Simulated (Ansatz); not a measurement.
Given:

TiC:
```
CELL_PARAMETERS angstrom
      0.00000     2.16641     2.16641
      2.16641     0.00000     2.16641
      2.16641     2.16641     0.00000
ATOMIC_POSITIONS crystal
  Ti 0.00000 0.00000 0.00000
  C  0.50000 0.50000 0.50000
```

This is the PBE-relaxed structure.

Q: All from the program Ansatz at the PBE level (PAW), unless another level is named. Estimate the zero-point energy.

A: 81.8 meV/atom.

Q: Predict the Debye temperature from the elastic constants.

A: 919 K.

Q: Next, the highest zone-centre frequency?

A: 514 cm⁻¹.

Q: Predict the vibrational entropy at 300 K.

A: 12.8 J/(K·mol of atoms).

Space group Fm-3m (rock salt). The PBE relaxation kept the symmetry of its start; phonons on a q-mesh show no instability. No spin polarisation was allowed. As this level gives no gap, shear constants depend on the k-mesh and smearing (Fermi–Dirac, 0.1 eV here). As this level gives no gap, phonon frequencies hold no LO–TO term and depend on the k-mesh and smearing (Fermi–Dirac, 0.1 eV here).

Potentials: the later of the program's two PAW sets.
